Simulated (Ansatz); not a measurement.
IrW:
```xyz
2
Lattice="2.7478 0.0000 0.0000 0.0000 2.7478 0.0000 0.0000 0.0000 3.8979" Properties=species:S:1:pos:R:3 pbc="T T T"
Ir     0.0000     0.0000     0.0000
W      1.3739     1.3739     1.9490
```

Relaxed with PBEsol. Special points in fractions of this cell's reciprocal vectors: Γ (0.000, 0.000, 0.000); X (0.000, 0.500, 0.000); M (0.500, 0.500, 0.000); Z (0.000, 0.000, 0.500); R (0.000, 0.500, 0.500); A (0.500, 0.500, 0.500).

Problem. List the band energies nearest the Fermi level at these points for PBEsol with spin–orbit coupling in the plane-wave PAW code Ansatz.

Solution. In eV from the Fermi level; about four levels below and three above (degenerate sets whole), none deeper than 8.9 eV; points with the same levels are listed once.

```
k                    below                above
-  -----------------------  -------------------
Γ  -2.03 -2.03 -0.14 -0.14  0.70 0.70 2.21 2.21
X  -2.13 -2.13 -1.05 -1.05  0.53 0.53 2.24 2.24
M  -6.42 -6.42 -6.28 -6.28  1.56 1.56 1.88 1.88
Z  -1.35 -1.35 -0.74 -0.74  0.12 0.12 1.18 1.18
R  -1.67 -1.67 -0.37 -0.37  0.15 0.15 1.77 1.77
A  -2.90 -2.90 -1.66 -1.66  1.21 1.21 1.67 1.67
```

Space group P4/mmm (L1₀ or tetragonal B2). The start of the workflow was typed in or built on a structure type; neither database checked (COD, Materials Project) lists it. COD files the formula under space group No. 51. Whether it is the stable phase at ambient conditions was not checked. Symmetry was held in the PBEsol relaxation; its stability against distortions is not shown here. The run is not spin-polarised.

Potentials: the earlier of the program's two PAW sets. The files were generated under PBE; for other functionals the program regenerates the frozen cores, and for LDA and PBEsol the local potential too.
